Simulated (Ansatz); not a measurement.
# Si$_{3}$Ge (R-3m)

These are results of Ansatz 0.2.0, DFT PBE, scalar-relativistic, plane waves, PAW, not measurements.

Plane waves to 420 eV, a k mesh through Γ of 12×12×12 on the computed 4-atom cell and Gaussian smearing (0.10 eV); no spin polarisation.

The structure is relaxed at this level of theory with its symmetry kept, and needn't be the ground state of this composition.

Space group R-3m (No. 166), trigonal, a = 4.951 Å, c = 12.945 Å. Si is surrounded by 4 Si at 2.48 Å and 2 Ge at 2.59 Å; Ge has 6 Si at 2.59 Å.

| Item | Value |
| --- | --- |
| Volume per atom | 22.90 Å³ |
| Formation energy from the elements' standard states (uncorrected) | +0.648 eV/atom |
| Kohn–Sham band gap | none (metal) |
| Density of states at the Fermi level | 1.9 states/eV per cell |
| Orbital (Löwdin) character within 0.5 eV of the Fermi level | Si 3p 60 %, Ge 4p 22 %, Si 3s 11 %, unprojected 4 % |
| Bader charge by site (e) | Si (3 in the cell) 0.04, Ge (1 in the cell) -0.11 |

Another cell of Si3Ge relaxed alike, in P4/mmm, lies 224 meV/atom lower, so this cell isn't the stable form at this level.

The cell was found from a structure generator's guess, not taken from experiment. Löwdin shares on free-atom orbitals overweight diffuse shells.
